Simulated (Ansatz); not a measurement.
MoRh in space group Pmma (No. 51; Mo on 2e, Rh on 2f) under volume change, plane-wave PAW r²SCAN (Ansatz code), shape and atoms relaxed at each volume.

```
V (Å³/atom)  E − E(relaxed) (meV/atom)  P (GPa)
-----------  -------------------------  -------
13.172                           125.0    33.57
13.606                            52.3    20.44
14.040                             ___      ___
14.474                             0.0     0.00
14.909                             ___      ___
15.343                            41.7   -14.52
15.777                            88.7   -20.06
```

### Question
Some entries are withheld; supply them.

### Answer

- 14.040, E − E(relaxed) (meV/atom): 12.3
- 14.040, P (GPa): 9.35
- 14.909, E − E(relaxed) (meV/atom): 11.0
- 14.909, P (GPa): -7.89

### Question
What does a third-order Birch–Murnaghan fit give for V₀, B₀ and B′?

### Answer
V₀ = 14.47 Å³/atom, B₀ = 285 GPa, B′ = 4.7.

The workflow started from a Materials Project entry (that database holds measured and hypothetical structures alike); the Crystallography Open Database copy checked does not list it. With Mo and Rh taken as one species the cell has the higher symmetry P6_3/mmc, so it may be an ordered model of a mixed-site phase. Its standing as an ambient phase is unchecked. The r²SCAN relaxation kept the symmetry of its start; whether a distortion lowers the energy is not shown. No spin polarisation was allowed.

Potentials: the later of the program's two PAW sets.
